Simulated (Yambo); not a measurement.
G0W0@PBEsol for Ca$_{2}$H$_{3}$Br (space group P-3m1, No. 164) in Yambo. Reference settings: 3×3×2 Γ-centred k mesh, bands 5 to 258 and a 7 Ry block in the screening, 258 bands in G with the Bruneval-Gonze terminator, plasmon pole fitted at 27.2 eV. The PBEsol gap A → (0, 0.333, -0.5) on this mesh is 1.54 eV; G0W0 gaps are taken between the same points.

The settings were changed. The gap went from 3.36 eV to 3.11 eV, and the shift of the valence edge from -0.90 eV to -0.62 eV.

Name the change that produced these shifts.
A) 3 Ry block
B) 166 bands in G
C) 98 bands in G, no terminator
D) 120 bands in W

A, 3 Ry block. The others gave (gap, valence shift): 98 bands in G, no terminator: 3.33, -0.27 eV; 120 bands in W: 3.35, -0.71 eV; 166 bands in G: 3.35, -0.87 eV. In the run with 258 bands and a 7 Ry block, which covers more k points, the smallest G0W0 gap is 3.28 eV, A → A.

Spin-orbit coupling is included.

Geometry of the Materials Project entry, not relaxed at this level; primitive cell a = b = 3.903 Å, c = 6.854 Å, α = β = 90.00°, γ = 120.00°.

The structure is a Materials Project entry; no match was found in the copy of COD used, and its stability was not checked.

A shift is the quasiparticle energy of the state minus its PBEsol energy.
